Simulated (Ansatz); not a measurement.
ScAu2:
```xyz
3
Lattice="-1.7723 1.7723 4.3737 1.7723 -1.7723 4.3737 1.7723 1.7723 -4.3737" Properties=species:S:1:pos:R:3 pbc="T T T"
Sc     0.0000     0.0000     0.0000
Au     0.0000     0.0000     5.8014
Au     0.0000     0.0000     2.9460
```

Relaxed with r²SCAN. Special points in fractions of this cell's reciprocal vectors: Γ (0.000, 0.000, 0.000); X (0.000, 0.000, 0.500); P (0.250, 0.250, 0.250); N (0.000, 0.500, 0.000); M (0.500, 0.500, -0.500); S (0.291, 0.709, -0.291); S0 (-0.291, 0.291, 0.291); R (-0.082, 0.082, 0.500); G (0.500, 0.500, -0.082).

List the band energies nearest the Fermi level at these points for r²SCAN in the plane-wave PAW code Ansatz.

In eV from the Fermi level; about four levels below and three above (degenerate sets whole), none deeper than 8.9 eV; points with the same levels are listed once.

```csv
k,below,above
Γ,-4.66 -4.66 -3.48 -0.82,1.35 1.42 1.42
X,-3.67 -2.72 -1.07 -0.96,1.67 1.67 1.90
P,-3.74 -2.68 -1.08 -1.08,0.79 2.98 2.98
N,-4.11 -3.30 -3.27 -2.64,0.28 0.88 1.99
M,-3.87 -3.87 -3.86 -2.93,1.26 2.53 2.53
S,-3.30 -3.03 -2.68 -1.69,1.62 1.91 1.98
R,-3.68 -2.78 -1.77 -0.58,1.69 1.96 2.61
```

Space group I4/mmm (MoSi2 or CaC2 type). The first step of the workflow began from a Materials Project structure, measured or hypothetical; the Crystallography Open Database copy checked does not list it. With Sc and Au taken as one species the cell has the higher symmetry I4/mmm, so it may be an ordered model of a mixed-site phase. Its standing as an ambient phase is unchecked. Symmetry was held in the r²SCAN relaxation; whether a distortion lowers the energy is not shown. The run is not spin-polarised. Spin–orbit coupling is left out wherever it is not named.

Potentials: the later of the program's two PAW sets.
